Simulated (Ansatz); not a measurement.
Values for one crystal, relaxed and computed with LDA in the plane-wave PAW code Ansatz; other levels are named.

```yaml
volume_per_atom: 23.81 Å³
electronic_character: metallic (no gap)
Formation energy from the elements (no fitted shifts): -0.13 eV/atom
Density of states at the Fermi level: 0.39 states/eV per atom (mean over ±0.08 eV)
```

**Question.** Which of these materials gives this?
A) TaS2, R3m (Pearson symbol hR6)
B) Hg2SeS, P-4m2 (Hg on 2g, Se on 1d, S on 1b)
C) Bi2HSe3, R3m (Pearson symbol hR6)
D) TaS2, R3m (Ta on 3a, S on 3a, S on 3a)

**Answer.** C, Bi2HSe3, R3m (Pearson symbol hR6)

The start of the workflow was typed in or built on a structure type; neither database checked (COD, Materials Project) lists it. Whether it is the stable phase at ambient conditions was not checked. The LDA relaxation kept the symmetry of its start; whether a distortion lowers the energy is not shown. A crystal of weakly bound layers computed without a dispersion correction: the cell and the soft elastic constants depend strongly on that. With an odd number of electrons in the cell and no spin polarisation, the count alone makes it a metal. The references are the lowest solids computed at this level, not always the standard phases (solids in place of the gases). Scalar-relativistic: spin–orbit coupling is off unless named, which matters more the heavier the elements.

Potentials: the later of the program's two PAW sets.
